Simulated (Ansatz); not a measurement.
Relaxed CuI (zinc blende):

```yaml
crystal:
  lattice:
    - [0.00000, 2.96965, 2.96965]
    - [2.96965, 0.00000, 2.96965]
    - [2.96965, 2.96965, 0.00000]
  atoms:
    - { symbol: I, position: [0.75000, 0.75000, 0.75000] }
    - { symbol: Cu, position: [0.00000, 0.00000, 0.00000] }
```

All values below come from PBEsol (plane waves to 420 eV, PAW, scalar-relativistic; Ansatz, an electronic-structure program). k mesh 8×8×8 (Γ-centred), Fermi-Dirac smearing 0.05 eV. CuI is run without spin polarisation. CuI was relaxed with its symmetry unable to fall. Spin-orbit coupling is left out, though I is heavy.

One atom of the cell was then moved (with its periodic images), all else fixed, and the forces (eV/Å) came out as:

| atom | Fx | Fy | Fz |
|---|---|---|---|
| I1 | 0.000 | 0.000 | 0.339 |
| Cu2 | 0.000 | 0.000 | -0.339 |

With two atoms only their relative shift counts; take I1 as fixed.

### Question
Which atom was moved, and by which vector (Å)?

### Answer
Cu2, by (0.00, 0.00, 0.10), 0.10 Å in all.

(A displaced cell: forces are minus the slopes of the energy, force constants its curvatures, and phonons follow from these.)
